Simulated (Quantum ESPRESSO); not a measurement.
Kohn-Sham bands of Nb2O5 (C2/m)

```
CELL_PARAMETERS angstrom
      0.00000     3.85882     0.00000
     -0.05884     0.00000     4.01819
      6.50375    -1.92941     0.00000
ATOMIC_POSITIONS crystal
  Nb 0.85348 0.93194 0.70696
  Nb 0.14652 0.06806 0.29304
  O  0.85096 0.48437 0.70192
  O  0.14904 0.51563 0.29808
  O  0.00000 0.00000 0.00000
  O  0.68510 0.00543 0.37020
  O  0.31490 0.99457 0.62980
```

Cell from Materials Project (mp-1595), symmetrised, no further relaxation. Not found in the COD (Crystallography Open Database) copy used, which has the formula in other groups; not checked further. Computed values, not measurements, from PBEsol: Quantum ESPRESSO (norm-conserving PseudoDojo potentials, cutoff 68 Ry, no spin polarisation, no spin-orbit coupling) on a Γ-centred 6×6×6 mesh, then Wannier90. Density: 8×8×8 mesh, cold smearing 0.01 Ry.

Energies are relative to the valence-band maximum; weights are on the orthonormalised atomic waves of the pseudopotential files, averaged over the group. 56 electrons a cell are treated as valence.

Q: Into which isolated groups do the bands fall, where do they lie and what are they made of?

A: 
| bands | from (eV) | to (eV) | filling | weight on atomic waves |
|---|---|---|---|---|
| 1–2 | -54.73 | -54.71 | filled | Nb 4s 96 % |
| 3–8 | -31.12 | -30.81 | filled | Nb 4p 96 % |
| 9–13 | -17.58 | -15.17 | filled | O 2s 82 %, Nb 4d 10 %, Nb 5s 5 % |
| 14–28 | -5.46 | 0.00 | filled | O 2p 79 %, Nb 4d 17 % |

The Kohn-Sham gap over both meshes and the path is 2.14 eV.
